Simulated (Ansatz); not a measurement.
Ru:
```
CELL_PARAMETERS angstrom
      2.67466     0.00000     0.00000
     -1.33733     2.31632     0.00000
      0.00000     0.00000     4.22557
ATOMIC_POSITIONS crystal
  Ru 0.33333 0.66667 0.75000
  Ru 0.66667 0.33333 0.25000
```

Relaxed with LDA. Special points in fractions of this cell's reciprocal vectors: Γ (0.000, 0.000, 0.000); M (0.500, 0.000, 0.000); K (0.333, 0.333, 0.000); A (0.000, 0.000, 0.500); L (0.500, 0.000, 0.500); H (0.333, 0.333, 0.500).

**Question.** List the band energies nearest the Fermi level at these points for LDA (plane waves, PAW; program Ansatz).

**Answer.** In eV from the Fermi level; about four levels below and three above (degenerate sets whole), none deeper than 8.9 eV; … stands for higher levels left out; points with the same levels are listed once.

```tsv
k	below	above
Γ	-2.06 -2.06 -1.51 -1.51	1.24 1.24 …
M	-3.23 -2.19 -1.89 -1.62	1.49 1.95 2.04
K	-3.99 -3.01 -3.01 -1.16	1.06 1.06 1.54
A	-2.97 -2.97 -2.97 -2.97 -2.86 -2.86	…
L	-4.81 -4.81 -1.15 -1.15	0.45 0.45 1.77 1.77
H	-2.87 -2.87 -1.29 -1.29	1.28 1.28 …
```

Space group P6_3/mmc (hcp (Mg type)). The cell was relaxed with LDA under the symmetry of its start. No spin polarisation was allowed. Scalar-relativistic: spin–orbit coupling is off unless named, which matters more the heavier the elements.

Potentials: the later of the program's two PAW sets.
